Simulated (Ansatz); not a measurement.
Relaxed polymorphs of Ca. Method: r2SCAN (plane waves to 500 eV, PAW, scalar-relativistic; Ansatz, a program for electronic structure). One row is withheld; estimate it from its structure type, its coordination and the trend of the others.

```tsv
structure	coordination	E − E(first row) (eV/atom)	V (Å³/atom)
Fm-3m, cF4, fcc (Cu type)	Ca 12 (cuboctahedral)	0.00	43.17
P6₃/mmc, hP2, hcp (Mg type)	Ca 12 (anticuboctahedral)	0.01	43.41
P6/mmm, hP3	–	0.05	43.69
Im-3m, cI2, bcc (W type)	Ca 8 (cubic)+6	[?]	[?]
```

Task: Some entries are withheld; supply them.

Result: 
- Im-3m, cI2, bcc (W type), E − E(first row) (eV/atom): 0.02
- Im-3m, cI2, bcc (W type), V (Å³/atom): 43.31

The withheld cell: Im-3m (No. 229), cI2, bcc (W type); a = b = c = 4.4244 Å, α = β = γ = 90.00°; Ca 2a (0.000, 0.000, 0.000). Coordination numbers (neighbours up to the widest gap in distance over summed covalent radii, below 1.35; n+m marks a second, longer set).

Each run could gain symmetry but not lose that of its start, so entries can be saddle points. From databases, or of a type measured for this composition: Fm-3m, cF4, fcc (Cu type); P6₃/mmc, hP2, hcp (Mg type); Im-3m, cI2, bcc (W type); the others are generated cells (placed on structure types, drawn at random, substituted or restacked) that were not matched to a known phase here. Static energies at zero pressure. The runs use different k-meshes, so differences are rounded accordingly. No spin polarisation in the result.
